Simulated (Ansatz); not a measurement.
Data:

Sr2TaNO3:
```
Sr2TaNO3
1.0
   -1.99572     2.02507     6.27558
    1.99572    -2.02507     6.27558
    1.99572     2.02507    -6.27558
Sr Ta N O
2 1 1 3
Cartesian
  0.00000   0.00000   8.09249
  0.00000   0.00000   4.45867
  0.00000   0.00000   0.00000
  0.00000   2.02507   0.00000
  0.00000   0.00000  10.52490
  0.00000   0.00000   2.02626
  1.99572   0.00000   0.00000
```

This is the PBEsol-relaxed structure. x, y and z are the axes in which the lattice vectors are written.

Question: All from the program Ansatz at the PBEsol level (PAW), unless another level is named. Estimate the Young's modulus.

Answer: 211 GPa.

Question: Next, the elastic constants (relaxed ions, GPa)?

Answer: C11 = 308, C22 = 323, C33 = 261, C12 = 58.2, C13 = 83.8, C23 = 70.2, C44 = 64.1, C55 = 63.5, C66 = 79.0.

Space group Immm. The workflow started from a Materials Project entry (that database holds measured and hypothetical structures alike); the Crystallography Open Database copy checked does not list it. With N and O taken as one species the cell has the higher symmetry I4/mmm, so it may be an ordered model of a mixed-site phase. Whether it is the stable phase at ambient conditions was not checked. The PBEsol relaxation kept the symmetry of its start. At this level the phase is dynamically unstable (imaginary phonons). No spin polarisation was allowed. Spin–orbit coupling is left out wherever it is not named.

Potentials: the later of the program's two PAW sets.
